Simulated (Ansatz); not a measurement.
K2NiO2 (space group I4/mmm)

```xyz
5
Lattice="-1.9583 1.9583 6.3084 1.9583 -1.9583 6.3084 1.9583 1.9583 -6.3084" Properties=species:S:1:pos:R:3 pbc="T T T"
K      0.0000     0.0000     8.2325
K      0.0000     0.0000     4.3842
Ni     0.0000     0.0000     0.0000
O      0.0000     0.0000     1.6829
O      0.0000     0.0000    10.9338
```

The volume is varied about the relaxed value V₀ at fixed cell shape. The atoms relax within the cell's symmetry.

These are PBEsol (plane waves to 420 eV, PAW, scalar-relativistic; Ansatz, a first-principles code) values and carry that method's errors. k mesh 12×12×12 (Γ-centred), Fermi-Dirac smearing 0.05 eV. The energy includes the smearing's −TS. Stress and pressure are positive under compression. With the shape held, the modulus is that of even scaling; a crystal free to change shape is softer. K2NiO2 is run spin-polarised and with no Hubbard U. K2NiO2 was relaxed with its symmetry unable to fall. Relaxed K2NiO2 ends ferromagnetic. Other magnetic orders were not checked, so this need not be the ground state. The zero of ΔE is the relaxed starting cell.

| V (Å³/atom) | ΔE (meV/atom) |
|---|---|
| 17.419 | withheld |
| 17.806 | 15.0 |
| 18.193 | 8.1 |
| 18.580 | 3.4 |
| 18.967 | 0.8 |
| 19.354 | 0.0 |
| 19.741 | 0.8 |
| 20.128 | 3.0 |
| 20.515 | 6.4 |
| 20.902 | 10.9 |
| 21.289 | 16.3 |

Fit a third-order Birch-Murnaghan form (E₀, V₀, B₀, B₀′ free) to the given rows and predict ΔE at V = 17.419.

Least squares on the 10 given rows: ΔE = E₀ + (9V₀B₀/16)·y²·[2 + (B₀′ − 4)y], y = (V₀/V)^(2/3) − 1, with V₀ = 19.347 Å³/atom, B₀ = 32.84 GPa (160.2 GPa = 1 eV/Å³; the term in eV is multiplied by 1000), B₀′ = 5.40, E₀ = 0.02 meV/atom; root-mean-square residual 0.02 meV/atom. At 17.419 the fit gives 24.7 meV/atom; the calculation gives 24.5 meV/atom, so the extrapolation is off by 0.2 (+0.8 %). For the pressure the fit gives 4.6 GPa against the computed 4.5 GPa.

(A scan under strain: stresses follow from slopes of the energy per volume, elastic moduli from its curvatures.)
